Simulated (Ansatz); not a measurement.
**SrNi2As2: pressure against volume**

SrNi2As2, I4/mmm, a = 4.112 Å, c = 10.130 Å. The structure is a Materials Project entry; whether it is the stable form wasn't checked. Ansatz: PBEsol, PAW, 420 eV, Γ-centred 12×12×12 mesh on 5 atoms, Gaussian smearing 0.10 eV; no spin polarisation. Shape and atoms are relaxed at each volume; pressure is positive in compression.

| V (Å³/atom) | P (GPa) |
| --- | --- |
| 15.071 | 15.09 |
| 15.585 | ? |
| 16.098 | 5.99 |
| 16.612 | 2.65 |
| 17.126 | 0.01 |
| 17.640 | -1.87 |
| 18.154 | -2.83 |
| 18.839 | -4.47 |

Problem. Take V0 = 17.126 Å³/atom, count pressures from its P0 = 0.01 GPa, fit the third-order Birch–Murnaghan form to the other rows, and predict the missing pressure.

Solution. With the Eulerian strain f = ½[(V0/V)^(2/3) − 1] and y = (P − P0)/[3f(1 + 2f)^(5/2)], the form is the line y = B0 + 1.5 B0 (B0′ − 4) f. Rows (f, y): 0.04448, 91.3; 0.02107, 85.3; 0.01026, 81.5; -0.00976, 67.5; -0.01906, 54.7; -0.03079, 56.9. Means f = 0.002700, y = 72.867; Σ(Δf)² = 0.003891, ΣΔfΔy = 2.061; the slope is their ratio. y = 71.44 + 529.7 f GPa, so B0 = 71.4 GPa and B0′ = 4 + 2 × (529.7)/(3 × 71.44) = 8.94. At V = 15.585, f = 0.03244, y = 88.62 and P = 10.10 GPa. The run gave 10.10 GPa, the same to the digits shown. A B0′ outside 2 to 8 is unusual except in layered or molecular crystals, and here it hangs on few rows.

Spin polarisation was left out, and a magnetic state may lie lower.

Cost: 8 runs of about 24 core-minutes in all, on Intel Xeon 6975P-C (Granite Rapids) (shared hosts).